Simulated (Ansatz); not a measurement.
An element in the fcc structure gives these cold pressures by all-electron LAPW under PBEsol (Ansatz 0.2.0, scalar-relativistic, spin-polarised).

| V (Å³/atom) | P (GPa) |
| --- | --- |
| 10.39 | -0.01 |
| 9.14 | 39.8 |
| 8.10 | 103.6 |
| 7.06 | 222.8 |
| 6.02 | 455.6 |
| 5.19 | 811.2 |
| 4.47 | 1384 |

Which element is it?

Ni. Its zero-pressure volume in this structure is near 10.4 Å³/atom; the volume and the steepness of P(V) together point to it, though neighbours can come close. Neighbours weren't tried against these numbers.
